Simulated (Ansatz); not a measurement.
The relaxation started from an entry of Materials Project.

One stationary structure of LiNbSe$_{2}$. Space group P6₃/mmc (No. 194). Method: r2SCAN (plane waves to 500 eV, PAW, scalar-relativistic; Ansatz, a first-principles code).

```cif
data_Li2Nb2Se4
_chemical_formula_sum 'Li2 Nb2 Se4'
_space_group_name_H-M_alt 'P 1'
_space_group_IT_number 1
_cell_length_a 3.52412
_cell_length_b 3.52412
_cell_length_c 13.55113
_cell_angle_alpha 90.000
_cell_angle_beta 90.000
_cell_angle_gamma 120.000
loop_
_space_group_symop_operation_xyz
  'x, y, z'
loop_
_atom_site_label
_atom_site_type_symbol
_atom_site_fract_x
_atom_site_fract_y
_atom_site_fract_z
_atom_site_occupancy
Li1 Li 0.00000 0.00000 0.00000 1
Li2 Li 0.00000 0.00000 0.50000 1
Nb1 Nb 0.00000 0.00000 0.25000 1
Nb2 Nb 0.00000 0.00000 0.75000 1
Se1 Se 0.33333 0.66667 0.12763 1
Se2 Se 0.66667 0.33333 0.87237 1
Se3 Se 0.66667 0.33333 0.62763 1
Se4 Se 0.33333 0.66667 0.37237 1
```

**Question.** Estimate the band gap that r2SCAN returns for this input.

**Answer.** 0.74 eV, indirect (valence top at Γ, conduction bottom at k = (0.1818, 0.1818, 0)) (no spin-orbit coupling).

**Question.** Estimate the smallest direct gap that r2SCAN returns for this input.

**Answer.** 1.42 eV at H.

No spin polarisation in the result.

The run could not lose the symmetry of its start; a randomly shaken copy of 8 atoms returns to this structure.
